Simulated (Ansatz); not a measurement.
Consider the following.

Nb6Si7Ni16:
```
CELL_PARAMETERS angstrom
      0.00000     5.58504     5.58504
      5.58504     0.00000     5.58504
      5.58504     5.58504     0.00000
ATOMIC_POSITIONS crystal
  Nb 0.79527 0.79527 0.20473
  Nb 0.20473 0.20473 0.79527
  Nb 0.20473 0.79527 0.79527
  Nb 0.79527 0.20473 0.20473
  Nb 0.79527 0.20473 0.79527
  Nb 0.20473 0.79527 0.20473
  Si 0.50000 0.50000 0.50000
  Si 0.50000 0.00000 0.50000
  Si 0.00000 0.50000 0.50000
  Si 0.00000 0.50000 0.00000
  Si 0.50000 0.00000 0.00000
  Si 0.50000 0.50000 0.00000
  Si 0.00000 0.00000 0.50000
  Ni 0.16831 0.16831 0.49508
  Ni 0.83169 0.83169 0.50492
  Ni 0.83169 0.50492 0.83169
  Ni 0.16831 0.49508 0.16831
  Ni 0.16831 0.16831 0.16831
  Ni 0.83169 0.83169 0.83169
  Ni 0.50492 0.83169 0.83169
  Ni 0.49508 0.16831 0.16831
  Ni 0.61672 0.14985 0.61672
  Ni 0.38328 0.85015 0.38328
  Ni 0.38328 0.38328 0.38328
  Ni 0.61672 0.61672 0.61672
  Ni 0.14985 0.61672 0.61672
  Ni 0.85015 0.38328 0.38328
  Ni 0.38328 0.38328 0.85015
  Ni 0.61672 0.61672 0.14985
```

This is the r²SCAN-relaxed structure.

### Question
All from the program Ansatz at the r²SCAN level (PAW), unless another level is named. Give the electronic character.

### Answer
metallic (no gap).

### Question
Predict the formation energy from the elements (no fitted shifts).

### Answer
-60 kJ/mol of atoms.

### Question
Predict the density of states at the Fermi level.

### Answer
0.58 states/eV per atom (mean over ±0.08 eV).

Space group Fm-3m. The workflow started from a Materials Project entry (that database holds measured and hypothetical structures alike); the Crystallography Open Database copy checked does not list it. Its standing as an ambient phase is unchecked. The r²SCAN relaxation kept the symmetry of its start; its stability against distortions is not shown here. No spin polarisation was allowed. The references are the lowest solids computed at this level, not always the standard phases. Scalar-relativistic: spin–orbit coupling is off unless named, which matters more the heavier the elements.

Potentials: the later of the program's two PAW sets.
